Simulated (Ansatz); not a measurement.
The start is a relaxed Be cell, doubled along one cell vector, shaken by Gaussian noise of σ = 0.08 Å a coordinate. The cell and all atomic positions are relaxed at zero pressure with PBE (plane waves to 420 eV, PAW, scalar-relativistic; Ansatz, a first-principles code). The first steps use a coarse 9×5×16 k-mesh.

Initial structure:
```yaml
crystal:
  lattice:
    - [4.28842, 0.00000, 0.00000]
    - [-4.28842, 7.42776, 0.00000]
    - [0.00000, 0.00000, 2.00904]
  atoms:
    - { symbol: Be, position: [0.50256, 0.99972, 0.56218] }
    - { symbol: Be, position: [0.50843, 0.51027, 0.53518] }
    - { symbol: Be, position: [0.45960, 0.24876, 0.48201] }
    - { symbol: Be, position: [0.50103, 0.75893, 0.55845] }
    - { symbol: Be, position: [0.96703, 0.24258, 0.45442] }
    - { symbol: Be, position: [0.00383, 0.76164, 0.51130] }
```

**Question.** What is the largest force in the starting geometry, and on which atom (counted from 1)?

**Answer.** 0.71 eV/Å, on Be1, Be5 (atoms numbered as listed).

**Question.** How much energy is released per atom?

**Answer.** 0.90 eV/atom.

**Question.** How does the volume per atom move from start to end?

**Answer.** -25.9 %, from 10.67 to 7.91 Å³/atom.

**Question.** Is the parent structure recovered?

**Answer.** It does not go back: it reaches P6₃/mmc (No. 194), hcp (Mg type), 0.90 eV/atom below the parent.

**Question.** What band gap does the relaxed structure have at this level?

**Answer.** No gap (metallic).

**Question.** Give the final cell and atomic positions.

**Answer.** 
```cif
data_Be2
_chemical_formula_sum 'Be2'
_space_group_name_H-M_alt 'P63/mmc'
_space_group_IT_number 194
_space_group_name_Hall '-P 6c 2c'
_cell_length_a 2.26442
_cell_length_b 2.26442
_cell_length_c 3.56077
_cell_angle_alpha 90.000
_cell_angle_beta 90.000
_cell_angle_gamma 120.000
loop_
_atom_site_label
_atom_site_type_symbol
_atom_site_symmetry_multiplicity
_atom_site_Wyckoff_symbol
_atom_site_fract_x
_atom_site_fract_y
_atom_site_fract_z
_atom_site_occupancy
Be1 Be 2 d 0.66667 0.33333 0.25000 1
```

Final values are on a 23×23×13 k-mesh of the relaxed cell. No spin polarisation in the result.

Of the parent cell (P6/mmm (No. 191)): it is a generated cell of Be: the first start was made by placing the elements on the sites of a structure type, and the end was not matched to a known phase here, so it may be hypothetical. Known forms of Be include space group No. 194.
